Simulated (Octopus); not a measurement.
CdTe (F-43m, No. 216): conduction levels under hydrostatic strain

CdTe (F-43m, No. 216), cubic lattice constant 6.564 Å. The cell is a database entry, not relaxed again.

Computed with Octopus (real-space grid): LDA, grid spacing about 0.14 Å, Γ-centred 6×6×6 k-mesh, Fermi-Dirac smearing of 0.01 eV, no spin polarisation, PseudoDojo 0.4 LDA potentials. Spin-orbit coupling is left out. The cell is scaled uniformly. Energies of the lowest empty band count from each cell's highest valence level among the special points, at Γ; they are Kohn-Sham values at fixed points of the zone. The level at X is left out: two levels cross there within the series.

```
a (Å)  ln(V/V₀)  Γ (eV)  L (eV)
-----  --------  ------  ------
6.269   -0.1381   0.814   1.736
6.334   -0.1069       ?       ?
6.400   -0.0760   0.623   1.680
6.466   -0.0453   0.530   1.649
6.531   -0.0150   0.440   1.619
6.564    0.0000   0.396   1.603
6.630    0.0299   0.310   1.571
```

V₀ is the volume of the database cell.

Question: Fit each column by a quadratic in ln V through the rows shown. Give the volume deformation potentials dE/d ln V at the withheld row, and predict that row.

Answer: Fits: Γ: 0.396 −2.92 x +0.7 x²; L: 1.603 −1.05 x −0.6 x², with x = ln(V/V₀). At x = -0.1069 the slopes are −3.1 eV (Γ), −0.9 eV (L). Predicted against computed: 0.717 against 0.717 eV, 1.708 against 1.708 eV.

The lowest of these levels is that at Γ in all rows.
